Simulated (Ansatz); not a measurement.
Q: GaAs (rock salt, Fm-3m) is relaxed with DFT-r²SCAN in the program Ansatz with PAW potentials. What lattice parameters of the conventional cell result?

A: a = 5.329 Å.

Q: Is it a metal or does it have a gap at this level?

A: No gap at this level.

The start of the workflow was typed in or built on a structure type; neither database checked (COD, Materials Project) lists it. It is not the phase usual at ambient conditions (space group No. 216). The r²SCAN relaxation kept the symmetry of its start; its stability against distortions is not shown here. Scalar-relativistic: spin–orbit coupling is off unless named, which matters more the heavier the elements.

Potentials: the earlier of the program's two PAW sets.
